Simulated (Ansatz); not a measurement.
HfO2:
```yaml
crystal:
  lattice:
    - [5.11450, 0.00000, 0.00000]
    - [0.00000, 5.18095, 0.00000]
    - [-0.87123, 0.00000, 5.22388]
  atoms:
    - { symbol: Hf, position: [0.27618, 0.04180, 0.20822] }
    - { symbol: Hf, position: [0.72382, 0.54180, 0.29178] }
    - { symbol: Hf, position: [0.72382, 0.95820, 0.79178] }
    - { symbol: Hf, position: [0.27618, 0.45820, 0.70822] }
    - { symbol: O, position: [0.06991, 0.33348, 0.34425] }
    - { symbol: O, position: [0.93009, 0.83348, 0.15575] }
    - { symbol: O, position: [0.93009, 0.66652, 0.65575] }
    - { symbol: O, position: [0.06991, 0.16652, 0.84425] }
    - { symbol: O, position: [0.44798, 0.75762, 0.47851] }
    - { symbol: O, position: [0.55202, 0.25762, 0.02149] }
    - { symbol: O, position: [0.55202, 0.24238, 0.52149] }
    - { symbol: O, position: [0.44798, 0.74238, 0.97851] }
```

Relaxed with r²SCAN. Special points in fractions of this cell's reciprocal vectors: Γ (0.000, 0.000, 0.000); Z (0.000, 0.500, 0.000); D (0.000, 0.500, 0.500); B (0.000, 0.000, 0.500); A (-0.500, 0.000, 0.500); E (-0.500, 0.500, 0.500); C2 (-0.500, 0.500, 0.000); Y2 (-0.500, 0.000, 0.000).

List the band energies nearest the valence-band maximum at these points for the program Ansatz at the r²SCAN with spin–orbit coupling level (PAW).

In eV from the valence-band maximum; about four levels below and three above (degenerate sets whole), none deeper than 8.9 eV; points with the same levels are listed once.

```json
[
 {"k": "Γ", "below": "-0.19 -0.19 0.00 0.00", "above": "5.04 5.04 5.65 5.65"},
 {"k": "Z", "below": "-0.46 -0.46 -0.46 -0.46", "above": "5.54 5.54 5.54 5.54"},
 {"k": "D", "below": "-0.67 -0.67 -0.62 -0.62", "above": "5.45 5.45 5.50 5.50"},
 {"k": "B", "below": "-0.49 -0.49 -0.49 -0.49", "above": "5.26 5.26 5.26 5.26"},
 {"k": "A", "below": "-0.51 -0.51 -0.51 -0.51", "above": "4.89 4.89 4.89 4.89"},
 {"k": "E", "below": "-0.77 -0.77 -0.69 -0.69", "above": "5.06 5.06 5.10 5.10"},
 {"k": "C2", "below": "-0.62 -0.62 -0.62 -0.62", "above": "5.25 5.25 5.25 5.25"},
 {"k": "Y2", "below": "-0.44 -0.44 -0.09 -0.09", "above": "4.59 4.59 5.63 5.63"}
]
```

Space group P2_1/c. Symmetry was held in the r²SCAN relaxation. No spin polarisation was allowed.

Potentials: the later of the program's two PAW sets.
